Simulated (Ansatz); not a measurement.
YIn:
```
CELL_PARAMETERS angstrom
      3.70684     0.00000     0.00000
      0.00000     3.70684     0.00000
      0.00000     0.00000     3.70684
ATOMIC_POSITIONS crystal
  In 0.00000 0.00000 0.00000
  Y  0.50000 0.50000 0.50000
```

Relaxed with PBEsol. Special points in fractions of this cell's reciprocal vectors: Γ (0.000, 0.000, 0.000); X (0.000, 0.500, 0.000); M (0.500, 0.500, 0.000); R (0.500, 0.500, 0.500).

List the band energies nearest the Fermi level at these points for PBEsol (plane waves, PAW; program Ansatz).

In eV from the Fermi level; about four levels below and three above (degenerate sets whole), none deeper than 8.9 eV; points with the same levels are listed once.

```csv
k,below,above
Γ,-8.21 -0.35 -0.35,3.10 3.10 3.10
X,-5.75 -4.20,0.09 0.65 0.65
M,-5.32 -1.47 -1.47 -0.38,2.24 2.24 4.90
R,-2.61 -2.61 -2.61 -2.47,3.93 3.93 3.93
```

Space group Pm-3m (CsCl type). The workflow started from an entry of the Crystallography Open Database (COD). Whether it is the stable phase at ambient conditions was not checked. The cell was relaxed with PBEsol under the symmetry of its start; of distortions, only those at the zone centre were tested. The run is not spin-polarised. Spin–orbit coupling is left out wherever it is not named.

Potentials: the later of the program's two PAW sets.
